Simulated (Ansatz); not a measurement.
An ordered 6-atom cell of Ga₃Sb₂As on the zincblende lattice (I-4m2): a relaxation of cell and atoms in the PAW code Ansatz (r2SCAN). It starts from the PBE minimum.

```yaml
crystal:
  lattice:
    - [-2.1442834108, 2.1442834108, 9.082995084]
    - [2.1442834108, -2.1442834108, 9.082995084]
    - [2.1442834108, 2.1442834108, -9.082995084]
  atoms:
    - { symbol: As, position: [0.0, 0.0, 0.0] }
    - { symbol: Ga, position: [0.5759489963, 0.0759489963, 0.5] }
    - { symbol: Sb, position: [0.663050019, 0.663050019, 0.0] }
    - { symbol: Ga, position: [0.25, 0.75, 0.5] }
    - { symbol: Sb, position: [0.336949981, 0.336949981, 0.0] }
    - { symbol: Ga, position: [0.9240510037, 0.4240510037, 0.5] }
kpoints:
  mp_grid: { grid: [8, 8, 8] }
hamiltonian:
  xc: r2scan
scf:
  occupations: { method: fermi_dirac, width: 0.02 }
relax:
  f_tol: 0.005
  cell: {}
output:
  write_density: true
  write_potential: true
  elf: true
  volumetric_format: npy
```

The trajectory has 6 recorded frames, each with fractional positions and then forces in eV/Å along x, y and z. The last, and any step after a large change of cell, is solved on a basis re-selected at its cell; pressure is positive in compression.

Step 1: energy 0.0 meV/atom from step 1, largest force component 0.019 eV/Å, pressure -2.13 GPa; a = 9.576 Å, b = 9.576 Å, c = 9.576 Å, α = 154.12°, β = 154.12°, γ = 36.92°
```
As 0.0000 0.0000 0.0000     0.000   0.000   0.000
Ga 0.5759 0.0759 0.5000     0.000   0.000   0.019
Sb 0.6631 0.6631 0.0000     0.000   0.000  -0.007
Ga 0.2500 0.7500 0.5000     0.000   0.000   0.000
Sb 0.3369 0.3369 0.0000     0.000   0.000   0.007
Ga 0.9241 0.4241 0.5000     0.000   0.000  -0.019
```

Step 2: energy -5.4 meV/atom from step 1, largest force component 0.238 eV/Å, pressure +1.10 GPa; a = 9.390 Å, b = 9.390 Å, c = 9.390 Å, α = 154.10°, β = 154.10°, γ = 36.95°
```
As 0.0000 0.0000 0.0000     0.000   0.000   0.000
Ga 0.5772 0.0772 0.5000     0.000   0.000  -0.238
Sb 0.6635 0.6635 0.0000     0.000   0.000  -0.005
Ga 0.2500 0.7500 0.5000     0.000   0.000   0.000
Sb 0.3365 0.3365 0.0000     0.000   0.000   0.005
Ga 0.9228 0.4228 0.5000     0.000   0.000   0.238
```

Step 3: energy -7.6 meV/atom from step 1, largest force component 0.097 eV/Å, pressure 0.00 GPa; a = 9.449 Å, b = 9.449 Å, c = 9.449 Å, α = 154.13°, β = 154.13°, γ = 36.91°
```
As 0.0000 0.0000 0.0000     0.000   0.000   0.000
Ga 0.5752 0.0752 0.5000     0.000   0.000   0.097
Sb 0.6626 0.6626 0.0000     0.000   0.000   0.030
Ga 0.2500 0.7500 0.5000     0.000   0.000   0.000
Sb 0.3374 0.3374 0.0000     0.000   0.000  -0.030
Ga 0.9248 0.4248 0.5000     0.000   0.000  -0.097
```

Step 4: energy -7.8 meV/atom from step 1, largest force component 0.012 eV/Å, pressure -0.06 GPa; a = 9.451 Å, b = 9.451 Å, c = 9.451 Å, α = 154.12°, β = 154.12°, γ = 36.93°
```
As 0.0000 0.0000 0.0000     0.000   0.000   0.000
Ga 0.5759 0.0759 0.5000     0.000   0.000  -0.007
Sb 0.6631 0.6631 0.0000     0.000   0.000  -0.012
Ga 0.2500 0.7500 0.5000     0.000   0.000   0.000
Sb 0.3369 0.3369 0.0000     0.000   0.000   0.012
Ga 0.9241 0.4241 0.5000     0.000   0.000   0.007
```

Step 5: energy -7.8 meV/atom from step 1, largest force component 0.002 eV/Å, pressure 0.00 GPa; a = 9.453 Å, b = 9.453 Å, c = 9.453 Å, α = 154.14°, β = 154.14°, γ = 36.89°
```
As 0.0000 0.0000 0.0000     0.000   0.000   0.000
Ga 0.5759 0.0759 0.5000     0.000   0.000   0.002
Sb 0.6630 0.6630 0.0000     0.000   0.000   0.000
Ga 0.2500 0.7500 0.5000     0.000   0.000   0.000
Sb 0.3370 0.3370 0.0000     0.000   0.000   0.000
Ga 0.9241 0.4241 0.5000     0.000   0.000  -0.002
```

Step 6: energy -7.6 meV/atom from step 1, largest force component 0.002 eV/Å, pressure -0.01 GPa; a = 9.453 Å, b = 9.453 Å, c = 9.453 Å, α = 154.14°, β = 154.14°, γ = 36.89°
```
As 0.0000 0.0000 0.0000     0.000   0.000   0.000
Ga 0.5759 0.0759 0.5000     0.000   0.000   0.002
Sb 0.6630 0.6630 0.0000     0.000   0.000   0.000
Ga 0.2500 0.7500 0.5000     0.000   0.000   0.000
Sb 0.3370 0.3370 0.0000     0.000   0.000   0.000
Ga 0.9241 0.4241 0.5000     0.000   0.000  -0.002
```

In 5 steps the volume changed by -3.9 %; between the first SCF and the last, each on a basis chosen for its cell, the energy fell by 7.6 meV an atom. Final cell: the symmetry is I-4m2 (No. 119, tetragonal); conventional cell a = 4.230 Å, c = 17.935 Å, 26.75 Å³ an atom. Around As lie 4 Ga at 2.51 Å; around Ga lie 2 As at 2.51 Å and 2 Sb at 2.63 Å; around Sb lie 4 Ga at 2.63 Å; around Ga lie 4 Sb at 2.63 Å.

Command: `ansatz run input.yaml --threads 4 --pin off --max-ram 6451MiB --backend cpu --events-out ev --progress --plain --runs-dir out`. Wall time 2.7 min on 4 threads of Arm Neoverse V1, on a shared host; peak host memory 1.2 GiB.

Spin-unpolarised throughout. Whether this structure exists isn't addressed.
